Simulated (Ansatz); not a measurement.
**Ansatz run, MnCO3**

The input, for Ansatz 0.2.0 (plane waves, PAW):

```yaml
crystal:
  lattice:
    - [2.39300448, 1.38160537, 5.22821092]
    - [-2.39300448, 1.38160537, 5.22821092]
    - [0.0, -2.76320072, 5.22821092]
  atoms:
    - { symbol: Mn, position: [0.0, 0.0, 0.0] }
    - { symbol: Mn, position: [0.5, 0.5, 0.5] }
    - { symbol: C, position: [0.25, 0.25, 0.25] }
    - { symbol: C, position: [0.75, 0.75, 0.75] }
    - { symbol: O, position: [0.5195, 0.9805, 0.25] }
    - { symbol: O, position: [0.25, 0.5195, 0.9805] }
    - { symbol: O, position: [0.9805, 0.25, 0.5195] }
    - { symbol: O, position: [0.4805, 0.0195, 0.75] }
    - { symbol: O, position: [0.75, 0.4805, 0.0195] }
    - { symbol: O, position: [0.0195, 0.75, 0.4805] }
  symmetry: { tolerance: 0.0003 }
kpoints:
  mp_grid: { grid: [7, 7, 7], shift: [0, 0, 0] }
  band_path:
    path:
      - [0.0, 0.0, 0.0]
      - [0.5, 0.5, 0.5]
      - [0.78677811, 0.21322189, 0.5]
      - [0.5, -0.21322189, 0.21322189]
      - [0.5, 0.0, 0.0]
      - [0.0, 0.0, 0.0]
      - [0.35661094, -0.35661094, 0.0]
      - [0.64338906, 0.0, 0.35661094]
      - [0.5, 0.0, 0.5]
      - [0.0, 0.0, 0.0]
    npoints: 6
magnetization:
  spin_polarized: false
scf:
  occupations: { method: fermi_dirac }
  lower_state_search: "off"
  max_iter: 200
hamiltonian:
  pseudopotentials: { kind: paw }
  xc: r2scan
basis:
  ecutwfc: 500
  fft_grid_basis: typed
output:
  forces: true
  stress: true
  eigenvalues: true
  bader: true
  populations: true
  elf: true
  write_potential: true
  volumetric_format: npy
  dos:
    e_range: [-12, 8]
    de: 0.05
    projected: { site_lists: { C: [C], Mn: [Mn], O: [O] } }
checkpoint:
  read: saved_state
```

The run starts from an earlier solution of this cell. 

Parts of the output:

```
Warning: crystal.lattice misses the space group found at crystal.symmetry.tolerance 3.0e-4 in a digit that the deck types, which is why this is a warning: making the lattice exact moves one of its numbers by a whole unit of that number's last typed decimal, or more. The operation that it misses by the most changes a squared length by the fraction 1.15e-6.
Pseudopotentials: kind: paw
Pseudopotential: Mn, paw, valence charge 15, recommended cutoff 500 eV (meta_gga), Mn.paw.azcp
Pseudopotential: C, paw, valence charge 4, recommended cutoff 500 eV (meta_gga), C.paw.azcp
Pseudopotential: O, paw, valence charge 6, recommended cutoff 500 eV (meta_gga), O.paw.azcp
Functional definition: r2SCAN
  exchange = r2scan_x(k0 = k0, k1 = k1, a1 = a1)
  correlation = r2scan_c
Crystal: 10 atoms, lattice volume = 103.712 Å³
Basis set: ecut = 500 eV, 2635 PW (Γ), exchange–correlation on 180×180×180 points (64 copies of the dense FFT grid, shifted against one another)
Bands: 47, of which v1, the nominal top of the filled ones, is band 37 counted from 1 (36 counted from 0)
Symmetry: 12 space group operations
Space group: R-3c (ITA 167), of the structure as read, at distance tolerance 1.4e-3 Å
k-points: 44 of 343
Initial density: read from a saved state, or passed on in memory by an earlier SCF of this step, an earlier step, the calling program or the single point that the run made first
Functional: x = r2scan, c = r2scan; τ floored in thin density (d = 2e-4 eV/Å³)
SCF iter   1: F=-11717.5198 eV  Δρ=4.16e-3  dr2=1.40e-3  dr2_τ=1.95e-3
SCF iter   2: F=-11717.5201 eV  Δρ=1.89e-3  dr2=9.48e-4  dr2_τ=4.88e-5
SCF iter   3: F=-11717.5202 eV  Δρ=1.49e-3  dr2=6.00e-4  dr2_τ=3.60e-5
SCF iter   4: F=-11717.5206 eV  Δρ=4.94e-4  dr2=6.85e-5  dr2_τ=1.36e-5
SCF iter   5: F=-11717.5205 eV  Δρ=8.92e-5  dr2=1.97e-6  dr2_τ=8.40e-7
SCF iter   6: F=-11717.5205 eV  Δρ=4.03e-5  dr2=4.27e-7  dr2_τ=5.18e-8
SCF iter   7: F=-11717.5205 eV  Δρ=1.21e-5  dr2=7.03e-8  dr2_τ=1.21e-8
Free energy (F): -11717.5205 eV
Harris-Foulkes:  -11717.5205 eV  (|F-HF|=5.54e-8)
Internal energy: -11717.0627 eV  (E = F + TS)
E sigma→0 (E₀):  -11717.2916 eV
Entropy (-TS):   -0.4578 eV (-45.781 meV/atom)
Fermi energy:    8.0558 eV
--- Forces (eV/Å), atoms counted from 1 ---
  atom   1  Mn     0.0000     0.0000     0.0000
  atom   2  Mn     0.0000     0.0000     0.0000
  atom   3  C      0.0000     0.0000     0.0000
  atom   4  C      0.0000     0.0000     0.0000
  atom   5  O      0.7870     0.0000     0.0000
  atom   6  O     -0.3935     0.6816     0.0000
  atom   7  O     -0.3935    -0.6816     0.0000
  atom   8  O     -0.7870     0.0000     0.0000
  atom   9  O      0.3935    -0.6816     0.0000
  atom  10  O      0.3935     0.6816     0.0000
--- Stress (GPa, compression-positive) ---
      -16.4573       0.0000       0.0000
        0.0000     -16.4573       0.0000
        0.0000       0.0000     -18.5251
  P = ⅓ Tr σ = -17.1466 GPa (-171.466 kbar)
--- Bader charges: 10 sites ---
  site symbol  charge [e]  shift [e]
     0     Mn      1.4257     0.0007
     1     Mn      1.4257     0.0007
     2      C      2.3575     0.0111
     3      C      2.3575     0.0111
     4      O     -1.2610     0.0039
     5      O     -1.2611     0.0039
     6      O     -1.2610     0.0039
     7      O     -1.2611     0.0039
     8      O     -1.2611     0.0039
     9      O     -1.2611     0.0039
```

Origin: a database entry at a rescaled volume. Caveats: no spin polarisation, so a magnetic state may lie lower; atoms or cell far from equilibrium.
